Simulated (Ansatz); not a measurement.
# Bond compression in Be (hcp type)

```yaml
crystal:
  lattice:
    - [2.24244, 0.00000, 0.00000]
    - [-1.12122, 1.94201, 0.00000]
    - [0.00000, 0.00000, 3.63275]
  atoms:
    - { symbol: Be, position: [0.33333, 0.66667, 0.25000] }
    - { symbol: Be, position: [0.66667, 0.33333, 0.75000] }
```

The cell is held at a set volume and isn't relaxed, so it needn't be at zero pressure.

Its shortest bond, of 2.231 Å between atom 1 (Be) and the nearest image of atom 2 (Be), is scaled by moving both atoms along it, with the cell held. The force apart is half the difference of the two atoms' forces along the bond; it holds the pull and push of their other neighbours too.

All numbers are PBEsol results (scalar-relativistic) from Ansatz 0.2.0, with a Γ-centred 15×15×8 k mesh, Fermi–Dirac smearing of 0.05 eV, no spin polarisation. Methods: LAPW: all electrons, basis error target 1 meV/atom; PAW: frozen-core files, cutoff 420 eV; crystal datasets: all electrons, by PAW datasets that the program makes for each cell.

Energies are extrapolated to zero smearing and count from the unscaled cell; pressure is positive in compression; gaps take the mesh and a band path. No temperature or zero-point motion is included.

The PAW files were made under PBE.

| bond (Å) | force apart (eV/Å) | P LAPW (GPa) | ΔE LAPW (eV/atom) | P PAW − LAPW (GPa) | ΔE PAW − LAPW (meV/atom) | force PAW − LAPW (eV/Å) |
| --- | --- | --- | --- | --- | --- | --- |
| 2.231 | 0.00 | -1.49 | 0.000 | 0.09 | 0.0 | 0.000 |
| 1.963 | ? | 3.08 | 0.114 | 0.10 | 0.3 | 0.002 |
| 1.428 | 12.06 | 46.3 | ? | 0.21 | 2.4 | 0.018 |
| 1.294 | 18.00 | 65.1 | 2.634 | 0.18 | 3.6 | 0.013 |

Problem. Fill in "force apart (eV/Å)" for the row "1.963".

Solution. 1.83.

Problem. Give the missing entry: row "1.428", column "ΔE LAPW (eV/atom)".

Solution. 1.639.

Problem. At the last bond length, how far do crystal datasets lie from LAPW in pressure and in the largest force component?

Solution. crystal datasets: 0.00 GPa, 0.000 eV/Å, on a LAPW pressure of 65.1 GPa.
